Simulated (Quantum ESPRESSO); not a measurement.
## Ti3GaO7F (finding a planted mistake in a log)

A calculation, not a measurement. The program is pw.x of Quantum ESPRESSO 7.5 (plane-wave density functional theory). The cell is made up: 12 atoms on a fluorite lattice, with randomly drawn elements, strain and displacements, not relaxed. PseudoDojo standard norm-conserving files (v0.5 for PBE, v0.4.1 for LDA and PBEsol) set the functional; there is no spin polarisation, spin-orbit coupling or dispersion term, and the masses in the input are unused placeholders.

Intended input:

```
&control calculation='scf', pseudo_dir='./dojo.nc.sr.pbe.v0_5.standard.upf', outdir='./o', disk_io='low', tprnfor=.true., tstress=.true. /
&system ibrav=0, nat=12, ntyp=4, nbnd=55, ecutwfc=84.00895049, nosym=.true., tot_charge=0,
 occupations='smearing', smearing='fd', degauss=0.0018374661
/
&electrons conv_thr=7.350e-09, electron_maxstep=60, /
ATOMIC_SPECIES
F 1.0 F.upf
Ga 1.0 Ga.upf
O 1.0 O.upf
Ti 1.0 Ti.upf
CELL_PARAMETERS angstrom
4.7652 -0.033 0.0068
-0.033 4.7052 -0.0382
0.0068 -0.0382 4.8241
ATOMIC_POSITIONS angstrom
Ti -0.0613 0.0309 -0.0385
Ti -0.0514 2.3819 2.3447
Ti 2.3919 -0.0437 2.377
Ga 2.3657 2.3347 0.0042
O 1.2112 1.1715 1.1996
F 1.1659 1.1477 3.6234
O 1.1766 3.4963 1.1568
O 1.1728 3.4735 3.6263
O 3.5391 1.1205 1.1528
O 3.5842 1.0593 3.6043
O 3.5706 3.5074 1.2476
O 3.5446 3.4565 3.5542
K_POINTS automatic
5 5 5 1 1 1
```

The log is shortened where brackets say so; the opening notice, blank lines, dates and the lines on written files are dropped, and the path of the files is cut. It prints rydbergs, bohrs and kilobars, and counts compression as positive stress. Where no state is partly filled, the Fermi energy that it prints is only some level between the filled and the empty states on the mesh, and need not lie in the true gap.

Log of the intended run:

```
     Program PWSCF v.7.5
     Parallel version (MPI & OpenMP), running on       4 processor cores
     Number of MPI processes:                 4
     Threads/MPI process:                     1
     [start-up lines left out]
     bravais-lattice index     =            0
     lattice parameter (alat)  =       9.0051  a.u.
     unit-cell volume          =     729.8310 (a.u.)^3
     number of atoms/cell      =           12
     number of atomic types    =            4
     number of electrons       =        98.00
     number of Kohn-Sham states=           55
     kinetic-energy cutoff     =      84.0090  Ry
     charge density cutoff     =     336.0358  Ry
     scf convergence threshold =      7.3E-09
     mixing beta               =       0.7000
     number of iterations used =            8  plain     mixing
     Exchange-correlation= PBE
                           (   1   4   3   4   0   0   0)
     [axes and pseudopotential details left out]
   Cartesian axes
     site n.     atom                  positions (alat units)
         1        Ti     tau(   1) = (  -0.0128638   0.0064844  -0.0080792  )
         2        Ti     tau(   2) = (  -0.0107863   0.4998406   0.4920342  )
         3        Ti     tau(   3) = (   0.5019391  -0.0091704   0.4988123  )
         4        Ga     tau(   4) = (   0.4964410   0.4899357   0.0008814  )
         5        O      tau(   5) = (   0.2541698   0.2458387   0.2517355  )
         6        F      tau(   6) = (   0.2446636   0.2408443   0.7603688  )
         7        O      tau(   7) = (   0.2469090   0.7336969   0.2427539  )
         8        O      tau(   8) = (   0.2461115   0.7289124   0.7609774  )
         9        O      tau(   9) = (   0.7426785   0.2351364   0.2419145  )
        10        O      tau(  10) = (   0.7521427   0.2222936   0.7563607  )
        11        O      tau(  11) = (   0.7492887   0.7360263   0.2618083  )
        12        O      tau(  12) = (   0.7438327   0.7253449   0.7458472  )
     number of k points=    63  Fermi-Dirac smearing, width (Ry)=  0.0018
                       cart. coord. in units 2pi/alat
        k(    1) = (   0.1005724   0.1027905   0.0994537), wk =   0.0320000
        k(    2) = (   0.1003016   0.1043927   0.2970298), wk =   0.0320000
     [further k points left out]
     Dense  grid:    75933 G-vectors     FFT dimensions: (  54,  54,  54)
     Estimated max dynamical RAM per process >     248.66 MB
     Estimated total dynamical RAM >     939.03 MB
     Initial potential from superposition of free atoms
     starting charge      97.9925, renormalised to      98.0000
     Starting wfcs are   71 randomized atomic wfcs
     total cpu time spent up to now is        5.8 secs
     per-process dynamical memory:   199.7 Mb
     Self-consistent Calculation
     iteration #  1     ecut=    84.01 Ry     beta= 0.70
     Davidson diagonalization with overlap
     ethr =  1.00E-02,  avg # of iterations =  2.0
     total cpu time spent up to now is       15.7 secs
     total energy              =    -787.98097689 Ry
     estimated scf accuracy    <       5.19536031 Ry
     iteration #  2     ecut=    84.01 Ry     beta= 0.70
     Davidson diagonalization with overlap
     ethr =  5.30E-03,  avg # of iterations =  8.0
     total cpu time spent up to now is       35.0 secs
     total energy              =    -780.26940672 Ry
     estimated scf accuracy    <      79.12723292 Ry
     [iterations 3 to 18 left out]
     iteration # 19     ecut=    84.01 Ry     beta= 0.70
     Davidson diagonalization with overlap
     ethr =  9.09E-11,  avg # of iterations =  2.2
     total cpu time spent up to now is      226.9 secs
     total energy              =    -790.76518460 Ry
     estimated scf accuracy    <       0.00000002 Ry
     iteration # 20     ecut=    84.01 Ry     beta= 0.70
     Davidson diagonalization with overlap
     ethr =  2.15E-11,  avg # of iterations =  5.1
     total cpu time spent up to now is      239.7 secs
     End of self-consistent calculation
     [lines on levels left out]
     the Fermi energy is    12.6981 ev
!    total energy              =    -790.76518460 Ry
     estimated scf accuracy    <          3.8E-09 Ry
     smearing contrib. (-TS)   =      -0.00000000 Ry
     internal energy E=F+TS    =    -790.76518460 Ry
     The total energy is F=E-TS. E is the sum of the following terms:
     one-electron contribution =    -185.26458483 Ry
     hartree contribution      =     160.89134663 Ry
     xc contribution           =    -164.46734197 Ry
     ewald contribution        =    -601.92460443 Ry
     convergence has been achieved in  20 iterations
     Forces acting on atoms (cartesian axes, Ry/au):
     atom    1 type  4   force =    -0.02984810   -0.06212822    0.05544802
     atom    2 type  4   force =    -0.01565002    0.05748716   -0.03853219
     atom    3 type  4   force =     0.03012303   -0.05907963   -0.04471050
     atom    4 type  2   force =     0.02185612    0.03663156    0.02088109
     atom    5 type  3   force =    -0.03015301   -0.02370767    0.01607412
     atom    6 type  1   force =     0.00313339   -0.01063982   -0.01529776
     atom    7 type  3   force =    -0.01166619    0.01359927    0.02782520
     atom    8 type  3   force =    -0.01049748    0.01815976   -0.03072670
     atom    9 type  3   force =     0.02023043    0.01298419    0.01414907
     atom   10 type  3   force =    -0.00032811    0.01723017   -0.02026173
     atom   11 type  3   force =     0.01905254    0.01432682   -0.01605655
     atom   12 type  3   force =     0.00374740   -0.01486359    0.03120795
     Total force =     0.172043     Total SCF correction =     0.000205
     Computing stress (Cartesian axis) and pressure
          total   stress  (Ry/bohr**3)                   (kbar)     P=      147.39
   0.00098881  -0.00005877  -0.00001764          145.46       -8.65       -2.60
  -0.00005877   0.00143168   0.00001897           -8.65      210.61        2.79
  -0.00001764   0.00001897   0.00058532           -2.60        2.79       86.10
     init_run     :      5.33s CPU      5.58s WALL (       1 calls)
     electrons    :    233.03s CPU    233.92s WALL (       1 calls)
     forces       :      1.99s CPU      2.00s WALL (       1 calls)
     stress       :      6.94s CPU      6.95s WALL (       1 calls)
     [timing details left out]
     PWSCF        :   4m 7.58s CPU   4m 8.81s WALL
     JOB DONE.
```

A second run was made from an input with one planted mistake. Its log:

```
     Program PWSCF v.7.5
     Parallel version (MPI & OpenMP), running on       4 processor cores
     Number of MPI processes:                 4
     Threads/MPI process:                     1
     [start-up lines left out]
     bravais-lattice index     =            0
     lattice parameter (alat)  =       9.0051  a.u.
     unit-cell volume          =     729.8310 (a.u.)^3
     number of atoms/cell      =           12
     number of atomic types    =            4
     number of electrons       =        98.00
     number of Kohn-Sham states=           73
     kinetic-energy cutoff     =      84.0090  Ry
     charge density cutoff     =     336.0358  Ry
     scf convergence threshold =      7.3E-09
     mixing beta               =       0.7000
     number of iterations used =            8  plain     mixing
     Exchange-correlation= PBE
                           (   1   4   3   4   0   0   0)
     [axes and pseudopotential details left out]
   Cartesian axes
     site n.     atom                  positions (alat units)
         1        Ti     tau(   1) = (  -0.0128638   0.0064844  -0.0080792  )
         2        Ti     tau(   2) = (  -0.0107863   0.4998406   0.4920342  )
         3        Ti     tau(   3) = (   0.5019391  -0.0091704   0.4988123  )
         4        Ga     tau(   4) = (   0.4964410   0.4899357   0.0008814  )
         5        O      tau(   5) = (   0.2541698   0.2458387   0.2517355  )
         6        F      tau(   6) = (   0.2446636   0.2408443   0.7603688  )
         7        O      tau(   7) = (   0.2469090   0.7336969   0.2427539  )
         8        O      tau(   8) = (   0.2461115   0.7289124   0.7609774  )
         9        O      tau(   9) = (   0.7426785   0.2351364   0.2419145  )
        10        O      tau(  10) = (   0.7521427   0.2222936   0.7563607  )
        11        O      tau(  11) = (   0.7492887   0.7360263   0.2618083  )
        12        O      tau(  12) = (   0.7438327   0.7253449   0.7458472  )
     number of k points=    63  Fermi-Dirac smearing, width (Ry)=  0.0529
                       cart. coord. in units 2pi/alat
        k(    1) = (   0.1005724   0.1027905   0.0994537), wk =   0.0320000
        k(    2) = (   0.1003016   0.1043927   0.2970298), wk =   0.0320000
     [further k points left out]
     Dense  grid:    75933 G-vectors     FFT dimensions: (  54,  54,  54)
     Estimated max dynamical RAM per process >     303.87 MB
     Estimated total dynamical RAM >       1.13 GB
     Initial potential from superposition of free atoms
     starting charge      97.9925, renormalised to      98.0000
     Starting wfcs are   71 randomized atomic wfcs +    2 random wfcs
     total cpu time spent up to now is        5.1 secs
     per-process dynamical memory:   245.2 Mb
     Self-consistent Calculation
     iteration #  1     ecut=    84.01 Ry     beta= 0.70
     Davidson diagonalization with overlap
     ethr =  1.00E-02,  avg # of iterations =  5.6
     total cpu time spent up to now is       19.9 secs
     total energy              =    -788.17102307 Ry
     estimated scf accuracy    <       4.98824105 Ry
     iteration #  2     ecut=    84.01 Ry     beta= 0.70
     Davidson diagonalization with overlap
     ethr =  5.09E-03,  avg # of iterations =  2.0
     total cpu time spent up to now is       35.0 secs
     total energy              =    -779.98106219 Ry
     estimated scf accuracy    <      83.98523984 Ry
     [iterations 3 to 18 left out]
     iteration # 19     ecut=    84.01 Ry     beta= 0.70
     Davidson diagonalization with overlap
     ethr =  3.80E-11,  avg # of iterations =  2.0
     total cpu time spent up to now is      244.0 secs
     total energy              =    -790.91528625 Ry
     estimated scf accuracy    <       0.00000002 Ry
     iteration # 20     ecut=    84.01 Ry     beta= 0.70
     Davidson diagonalization with overlap
     ethr =  2.54E-11,  avg # of iterations =  1.0
     total cpu time spent up to now is      254.4 secs
     End of self-consistent calculation
     [lines on levels left out]
     the Fermi energy is    12.7765 ev
!    total energy              =    -790.91528626 Ry
     estimated scf accuracy    <          1.3E-09 Ry
     smearing contrib. (-TS)   =      -0.41917077 Ry
     internal energy E=F+TS    =    -790.49611549 Ry
     The total energy is F=E-TS. E is the sum of the following terms:
     one-electron contribution =    -185.49165950 Ry
     hartree contribution      =     161.43478150 Ry
     xc contribution           =    -164.51463306 Ry
     ewald contribution        =    -601.92460443 Ry
     convergence has been achieved in  20 iterations
     Forces acting on atoms (cartesian axes, Ry/au):
     atom    1 type  4   force =    -0.01431595   -0.05358035    0.04472017
     atom    2 type  4   force =    -0.01034042    0.02550890   -0.02101229
     atom    3 type  4   force =     0.02148655   -0.03847657   -0.02387306
     atom    4 type  2   force =     0.02321707    0.03031398    0.01396304
     atom    5 type  3   force =    -0.02409557   -0.01562099    0.00793208
     atom    6 type  1   force =     0.00490006   -0.00834653   -0.01588798
     atom    7 type  3   force =    -0.00825002    0.01280361    0.01751381
     atom    8 type  3   force =    -0.00430321    0.01153925   -0.02405973
     atom    9 type  3   force =     0.01552931    0.01729092    0.01331580
     atom   10 type  3   force =    -0.00968526    0.02708716   -0.01695533
     atom   11 type  3   force =     0.00835659    0.00539912   -0.02921522
     atom   12 type  3   force =    -0.00249915   -0.01391849    0.03355872
     Total force =     0.130590     Total SCF correction =     0.000114
     Computing stress (Cartesian axis) and pressure
          total   stress  (Ry/bohr**3)                   (kbar)     P=      206.09
   0.00139243  -0.00005306   0.00000398          204.83       -7.80        0.59
  -0.00005306   0.00171369   0.00004427           -7.80      252.09        6.51
   0.00000398   0.00004427   0.00109682            0.59        6.51      161.35
     init_run     :      4.69s CPU      4.94s WALL (       1 calls)
     electrons    :    242.90s CPU    249.33s WALL (       1 calls)
     forces       :      2.33s CPU      2.33s WALL (       1 calls)
     stress       :      8.15s CPU      8.16s WALL (       1 calls)
     [timing details left out]
     PWSCF        :   4m18.28s CPU   4m25.00s WALL
     JOB DONE.
```

Question: what was wrong in the second input?

Answer: the smearing is too wide. The input lines that differ, file-writing options aside:

```
- &system ibrav=0, nat=12, ntyp=4, nbnd=55, ecutwfc=84.00895049, nosym=.true., tot_charge=0,
+ &system ibrav=0, nat=12, ntyp=4, nbnd=73, ecutwfc=84.00895049, nosym=.true., tot_charge=0,
-  occupations='smearing', smearing='fd', degauss=0.0018374661
+  occupations='smearing', smearing='fd', degauss=0.0529190239
```

|  | intended run | run with the mistake |
| --- | --- | --- |
| free energy (eV) | -10758.908 | -10760.951 |
| smearing term -TS (eV) | 0.0000 | -5.7031 |
| pressure (GPa) | 14.74 | 20.61 |
| largest force component (eV/Å) | 1.597 | 1.378 |
| largest change of a force component (eV/Å) |  | 0.822 |
| iterations | 20 | 20 |

For scale, a rerun of the intended cell at a cutoff of 1437 eV and k mesh 7 x 7 x 7 moved values by no more than 0.002 eV in energy, 0.06 GPa in stress and 0.004 eV/Å in force. The number of bands, nbnd, was set by rule from the electron count and the smearing, so it follows the mistake.